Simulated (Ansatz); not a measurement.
LaNbHO$_{2}$ in space group P4/mmm (No. 123; La on 1d, Nb on 1a, O on 2f, H on 1b), PBEsol in the plane-wave PAW code Ansatz, all energies at zero smearing, with the estimated change up to a 700 eV cutoff added, with one set of potentials and settings (totals compare only within such a set). Cell of 5 atoms (1 La, 1 Nb, 2 O, 1 H): -11799.005 eV.

```tsv
element	reference phase	E (eV/atom)
La	P6_3/mmc, 4 atoms in the cell	-6161.4715
Nb	Im-3m, 1 atoms in the cell	-4495.4840
O	C2/m, 4 atoms in the cell, spin-polarised	-558.3609
H	Cmce, 4 atoms in the cell	-15.6186
```

Formation energy per atom, worked out: (-11799.005 − 1×(-6161.4715) − 1×(-4495.4840) − 2×(-558.3609) − 1×(-15.6186))/5 = -1.942 eV/atom (-187 kJ per mol of atoms), at 0 K, without zero-point energy or fitted corrections.

The start of the workflow was typed in or built on a structure type; neither database checked (COD, Materials Project) lists it. Its standing as an ambient phase is unchecked. Symmetry was held in the PBEsol relaxation. At this level the phase is dynamically unstable (imaginary phonons). The workflow began spin-polarised and lost its moments. The references are the lowest solids computed at this level, not always the standard phases (solids in place of the gases). Spin–orbit coupling is left out wherever it is not named.

Potentials: the earlier of the program's two PAW sets. The files were generated under PBE; for other functionals the program regenerates the frozen cores, and for LDA and PBEsol the local potential too.
